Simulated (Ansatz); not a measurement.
Given:

RbAu$_{5}$:
```cif
data_Au5Rb
_chemical_formula_sum 'Rb1 Au5'
_space_group_name_H-M_alt 'P 1'
_space_group_IT_number 1
_cell_length_a 5.84450
_cell_length_b 5.84450
_cell_length_c 4.46107
_cell_angle_alpha 90.000
_cell_angle_beta 90.000
_cell_angle_gamma 120.000
loop_
_space_group_symop_operation_xyz
  'x, y, z'
loop_
_atom_site_label
_atom_site_type_symbol
_atom_site_fract_x
_atom_site_fract_y
_atom_site_fract_z
_atom_site_occupancy
Rb1 Rb 0.00000 0.00000 0.00000 1
Au1 Au 0.66667 0.33333 0.00000 1
Au2 Au 0.33333 0.66667 0.00000 1
Au3 Au 0.50000 0.00000 0.50000 1
Au4 Au 0.50000 0.50000 0.50000 1
Au5 Au 0.00000 0.50000 0.50000 1
```

This is the r²SCAN-relaxed structure.

**Question.** All from DFT-r²SCAN in the program Ansatz with PAW potentials, unless another level is named. Predict the density of states at the Fermi level.

**Answer.** 0.21 states/eV per atom (mean over ±0.08 eV).

**Question.** And the formation energy from the elements (no fitted shifts)?

**Answer.** -0.22 eV/atom.

Space group P6/mmm. The first step of the workflow began from a Materials Project structure, measured or hypothetical; the Crystallography Open Database files this formula in space group No. 191, but the cells were not matched. Its standing as an ambient phase is unchecked. Symmetry was held in the r²SCAN relaxation; whether a distortion lowers the energy is not shown. The references are the lowest solids computed at this level, not always the standard phases. Spin–orbit coupling is left out wherever it is not named.

Potentials: the later of the program's two PAW sets.
